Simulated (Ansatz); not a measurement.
TiO2 (anatase)

```cif
data_O8Ti4
_chemical_formula_sum 'Ti4 O8'
_space_group_name_H-M_alt 'I41/amd :1'
_space_group_IT_number 141
_space_group_name_Hall 'I 4bw 2bw -1bw'
_cell_length_a 3.77787
_cell_length_b 3.77787
_cell_length_c 9.58378
_cell_angle_alpha 90.000
_cell_angle_beta 90.000
_cell_angle_gamma 90.000
loop_
_atom_site_label
_atom_site_type_symbol
_atom_site_symmetry_multiplicity
_atom_site_Wyckoff_symbol
_atom_site_fract_x
_atom_site_fract_y
_atom_site_fract_z
_atom_site_occupancy
Ti1 Ti 4 b 0.00000 0.00000 0.50000 1
O1 O 8 e 0.00000 0.00000 0.29273 1
```
(The calculation used a cell of 6 atoms; values per cell refer to that cell.)

Grid over V/V₀ and (c/a)/(c/a)₀, subscript 0 meaning the relaxed cell; the conventional c axis lies along z; no internal relaxation.

Computed with r2SCAN (plane waves to 500 eV, PAW, scalar-relativistic; Ansatz, an electronic-structure program). k mesh 12×12×12 (Γ-centred), Fermi-Dirac smearing 0.05 eV. E stands for the smeared free energy. As the atoms are clamped, bonds stretch with the cell, which overstates energies and stresses. TiO2 is run without spin polarisation. TiO2 was relaxed with its symmetry unable to fall.

Changes of ΔE (meV/atom) from the point V/V₀ = 1.000, (c/a)/(c/a)₀ = 1.000 when one coordinate moves alone (two changes are said to add if the coupling is within 5 % of the smaller one, nearly so within 20 %):

```
point                               change
----------------------------------  ------
V/V₀ = 1.000, (c/a)/(c/a)₀ = 0.920   46.72
V/V₀ = 1.000, (c/a)/(c/a)₀ = 0.947   19.24
V/V₀ = 1.000, (c/a)/(c/a)₀ = 0.973    4.48
V/V₀ = 0.960, (c/a)/(c/a)₀ = 1.000   13.91
V/V₀ = 0.973, (c/a)/(c/a)₀ = 1.000    6.04
V/V₀ = 0.987, (c/a)/(c/a)₀ = 1.000    1.47
V/V₀ = 1.013, (c/a)/(c/a)₀ = 1.000    1.40
V/V₀ = 1.027, (c/a)/(c/a)₀ = 1.000    5.50
V/V₀ = 1.040, (c/a)/(c/a)₀ = 1.000   12.09
V/V₀ = 1.000, (c/a)/(c/a)₀ = 1.027    3.94
V/V₀ = 1.000, (c/a)/(c/a)₀ = 1.053   14.83
V/V₀ = 1.000, (c/a)/(c/a)₀ = 1.080   31.51
```

**Question.** Do the two effects add at V/V₀ = 0.960, (c/a)/(c/a)₀ = 0.973? Give the computed change.

**Answer.** The sum of the single changes is 13.91 + (4.48) = 18.39; the calculation gives 19.81, so the coupling contributes 1.42 (over 20 % of the smaller single change, not additive).

**Question.** Do the two effects add at V/V₀ = 1.013, (c/a)/(c/a)₀ = 0.920? Give the computed change.

**Answer.** The sum of the single changes is 1.40 + (46.72) = 48.12; the calculation gives 45.03, so the coupling contributes -3.09 (over 20 % of the smaller single change, not additive).

**Question.** What is the change at V/V₀ = 1.013, (c/a)/(c/a)₀ = 1.027, where both move, and how far is it from the sum?

**Answer.** The sum of the single changes is 1.40 + (3.94) = 5.34; the calculation gives 5.29, so they add (within 5 % of the smaller single change).

(A scan under strain: stresses follow from slopes of the energy per volume, elastic moduli from its curvatures.)
